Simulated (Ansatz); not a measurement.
Base run

Ansatz input (lattice in Å, positions in fractions of it; a bare `kind: paw` takes the build's default datasets)
```yaml
crystal:
  lattice:
    - [2.97, 0.0, 0.0]
    - [0.0, 2.97, 0.0]
    - [0.0, 0.0, 2.97]
  atoms:
    - { symbol: Cu, position: [0.0116636418, 0.0116636418, 0.0116636418] }
    - { symbol: Zn, position: [0.5, 0.5, 0.5] }
kpoints:
  mp_grid: { grid: [4, 4, 4] }
hamiltonian:
  xc: hse06
  pseudopotentials: { kind: paw }
scf:
  occupations: { method: fermi_dirac, width: 0.1 }
output:
  forces: true
  stress: true
  eigenvalues: true
```

The calculation used HSE06, plane waves, PAW datasets (generated soft set 1) in Ansatz 0.2.0 development build.

The cutoff used is 420 eV.

The stress includes the program's correction for the finite plane-wave basis.

It gives a pressure of -1.72 GPa and an rms force of 0.242 eV/Å.

What changes with an exchange cutoff ratio of 1?

The pressure decreases by 0.05 GPa, the forces move by 0.2 meV/Å (rms), and the free energy changes by +70.79 meV/atom.

What changes with an exchange cutoff ratio of 2?

The pressure stays the same within 0.01 GPa, the forces move by 0.0 meV/Å (rms), and the free energy changes by +0.46 meV/atom.

What changes with the regularized exchange singularity in place of the Wigner–Seitz cut?

The pressure goes down by 0.03 GPa, the forces move by 0.0 meV/Å (rms), and the free energy changes by -1.43 meV/atom.

The k-mesh is coarse, so these values belong to this mesh and can lie far from the converged ones. The program warned that the forces were taken on a coarse exchange grid.
